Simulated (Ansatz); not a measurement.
BBi built on the zincblende prototype, relaxed with r2SCAN, was run in the PAW code Ansatz under altered settings. All numbers are computed, without spin polarisation but where a row says otherwise.

```
B Bi
1.0
     0.00000    2.74487    2.74487
     2.74487    0.00000    2.74487
     2.74487    2.74487    0.00000
B Bi
1 1
Direct
  0.00000 0.00000 0.00000
  0.25000 0.25000 0.25000
```

The base run's other keys:
```yaml
kpoints:
  mp_grid: { grid: [6, 6, 6] }
hamiltonian:
  xc: pbesol
scf:
  occupations: { method: fixed }
  n_extra_bands: 4
```

It takes 6 iterations with 869 plane waves at 420 eV and 16 k points, and leaves a mean stress of -1.64 GPa. The gap over this mesh is 0.306 eV. It ran on 4 threads of Arm Neoverse N1 (shared host).

Outcomes, with energy and stress as changes against the base:
```tsv
setting	outcome	ΔF (meV/atom)	Δ mean stress (GPa)	gap on the mesh (eV)	iterations	wall time
basis.ecutrho_ratio: 12	converged	0.0	0.00	0.306	6	1.1 s
scf.mixing.ndim: 2	converged	0.0	0.00	0.306	6	0.9 s
hamiltonian.pseudopotentials: nc (cutoff then 1034 eV)	converged	–	-0.01	0.295	7	1.5 s
kpoints.mp_grid.grid: [4, 4, 4]	converged	+95	-0.15	0.308	6	0.76 s
scf.occupations: gaussian 0.001	converged	0.0	0.00	0.306	6	0.98 s
scf.n_extra_bands: 0	converged	0.0	0.00	0.306	6	0.88 s
scf.occupations: methfessel_paxton 0.5	converged	+1.7	+0.13	–	6	0.96 s
scf.eigensolver.kind: dense	converged	0.0	0.00	0.306	6	25 s
scf.n_extra_bands: 24	converged	0.0	0.00	0.306	6	1.3 s
scf.occupations: gaussian 0.05	converged	0.0	0.00	0.306	6	0.97 s
kpoints.mp_grid.grid: [2, 2, 2]	converged	+1373	+3.53	0.328	6	0.65 s
scf.occupations: fermi_dirac 0.5	converged	-64	+1.34	–	7	1.1 s
scf.occupations: cold 0.05	converged	0.0	0.00	0.306	8	1 s
scf.convergence.dr2_threshold: 0.0	refused	–	–	–	–	0.03 s
```
A dash marks a value that wasn't obtained or can't be compared. Stress is positive in compression. The base took 1.2 s.

- kpoints.mp_grid.grid: [4, 4, 4]. The free energy moves by +95 meV an atom, the mean stress by -0.15 GPa and the gap on the mesh by +0.002 eV (to 0.308). The mesh is too coarse.
- scf.occupations: methfessel_paxton 0.5. The free energy moves by +1.7 meV an atom, the mean stress by +0.13 GPa and the gap on the mesh by 0.000 eV (to 0.306). The term −TS is +5.3 meV an atom, of a sign that arises since this scheme's broadening is partly negative. The width begins to be felt.
- kpoints.mp_grid.grid: [2, 2, 2]. The free energy moves by +1373 meV an atom, the mean stress by +3.53 GPa and the gap on the mesh by +0.022 eV (to 0.328). The mesh is too coarse.
- scf.occupations: fermi_dirac 0.5. The free energy moves by -64 meV an atom, the mean stress by +1.34 GPa and the gap on the mesh by 0.000 eV (to 0.306). The term −TS is -185 meV an atom. A width of 0.5 eV moves electrons across a gap of 0.31 eV: this is no longer the ground state.
- scf.convergence.dr2_threshold: 0.0. The program doesn't start. Error: invalid value for `scf.convergence.dr2_threshold`: must be finite and > 0; got 0 eV

Within 1 meV an atom, 0.1 GPa and 0.005 eV of the base stay: basis.ecutrho_ratio: 12; scf.mixing.ndim: 2; scf.occupations: gaussian 0.001; scf.n_extra_bands: 0; scf.eigensolver.kind: dense; scf.n_extra_bands: 24; scf.occupations: gaussian 0.05; scf.occupations: cold 0.05.

Spin-orbit coupling is left out; in compounds of Pb, Bi, Tl or Hg it can lower a gap by up to about 1 eV, split its edges or invert the bands.
